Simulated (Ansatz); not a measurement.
**One input, then a changed one: O (fcc type)**

First run: DFT, PBEsol, all-electron LAPW, scalar-relativistic (Ansatz 0.2.0).

Command: `ansatz run input.yaml --threads 1 --pin off --max-ram 2048MiB --backend cpu --events-out ev --progress --plain --runs-dir out` It took 5.8 s on 1 thread of Arm Neoverse V1, on a shared host, peak memory 0.24 GiB.

```yaml
crystal:
  lattice:
    - [0.0, 1.4720390693, 1.4720390693]
    - [1.4720390693, 0.0, 1.4720390693]
    - [1.4720390693, 1.4720390693, 0.0]
  atoms:
    - { symbol: O, position: [0.0, 0.0, 0.0] }
kpoints:
  mp_grid: { grid: [18, 18, 18] }
scf:
  occupations: { method: fermi_dirac, width: 0.08 }
hamiltonian:
  xc: pbesol
  pseudopotentials: { kind: all_electron, lapw: { basis_error: 0.001 } }
output:
  forces: true
  stress: true
  eigenvalues: true
  populations: true
```

The cell comes from a relaxation on PAW files under the same functional, begun from a prototype that needn't be the stable phase.

This run: volume at 0.85 of the series' base cell.

It converges in 5 SCF iterations at a pressure of 40.6 GPa.

A second input differs as follows:

```diff
   atoms:
-    - { symbol: O, position: [0.0, 0.0, 0.0] }
+    - { symbol: o, position: [0.0, 0.0, 0.0] }
 kpoints:
   occupations: { method: fermi_dirac, width: 0.08 }
+  max_iter: 50
 hamiltonian:
```

Problem. What is wrong with it, and what does the program do?

Solution. The change was made to test an unknown element. The run is refused before any iteration. The log ends:
```
Error: YAML parse error: error: line 7 column 17: `o` is not an element symbol (H … Og, case-exact)
 --> <input>:7:17
  |
5 |     - [1.4720390693, 1.4720390693, 0.0]
6 |   atoms:
7 |     - { symbol: o, position: [0.0, 0.0, 0.0] }
  |                 ^ `o` is not an element symbol (H … Og, case-exact)
8 | kpoints:
9 |   mp_grid: { grid: [18, 18, 18] }
  |
```
